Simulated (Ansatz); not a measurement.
According to PBEsol (plane waves, PAW; program Ansatz), SiC in the hexagonal phase (P6_422; Si on 3c, C on 3d) relaxes to a = 3.066 Å, c = 7.031 Å. Its formation energy from the elements is 0.27 eV/atom, with no fitted shifts.

It is gapped at this level: 0.77 eV (indirect). The valence maximum lies at Γ and the conduction minimum at M (3 equivalent valleys). HSE06 on the same cell gives 1.63 eV. The electron mass is 0.17, 0.45, 0.88 mₑ (principal values). The hole mass is 0.38, 0.38, 3.5 mₑ (principal values).

An equation-of-state fit gives a bulk modulus of 230 GPa. The relaxed-ion elastic constants in GPa are C11 = 453, C12 = 91.0, C13 = 105, C33 = 607, C44 = 201. The elastic constants imply a Debye temperature near 1160 K. Perturbation theory gives ε∞ = 11.3 (xx = yy), 11.4 (zz). Letting the ions move raises it to ε0 = 23.5 (xx = yy), 17.4 (zz). Born charges are Si +3.24, C -3.24 e. The phonon dispersion is stable (no imaginary branch). Without the LO–TO term the highest mode at Γ lies at 837 cm⁻¹.

The start of the workflow was typed in or built on a structure type; neither database checked (COD, Materials Project) lists it. It is not the phase usual at ambient conditions (space group No. 186, 216). The PBEsol relaxation kept the symmetry of its start. Its formation energy is positive at this level, so the cell may be metastable or incomplete. The references are the lowest solids computed at this level, not always the standard phases.

Potentials: the later of the program's two PAW sets.
